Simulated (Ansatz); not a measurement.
Mg:
```xyz
2
Lattice="3.1891 0.0000 0.0000 -1.5946 2.7619 0.0000 0.0000 0.0000 5.1079" Properties=species:S:1:pos:R:3 pbc="T T T"
Mg     0.0000     1.8412     1.2770
Mg     1.5946     0.9206     3.8309
```

Relaxed with PBEsol.

Task: List the phonon frequencies at the special points (DFPT on a 5×5×3 q-mesh, Fourier-interpolated; plane-wave PAW PBEsol (Ansatz code)).

Result: In cm⁻¹.

```
q              frequencies
-  -----------------------
Γ        0 0 0 130 130 259
M  121 140 188 209 223 235
K  176 176 187 196 196 227
A      97 97 97 97 186 186
L  156 156 162 162 248 248
H  138 138 209 209 233 233
```

Space group P6_3/mmc (hcp (Mg type)). The PBEsol relaxation kept the symmetry of its start. As this level gives no gap, phonon frequencies hold no LO–TO term and depend on the k-mesh and smearing (Fermi–Dirac, 0.1 eV here).

Potentials: the earlier of the program's two PAW sets. The files were generated under PBE; for other functionals the program regenerates the frozen cores, and for LDA and PBEsol the local potential too.
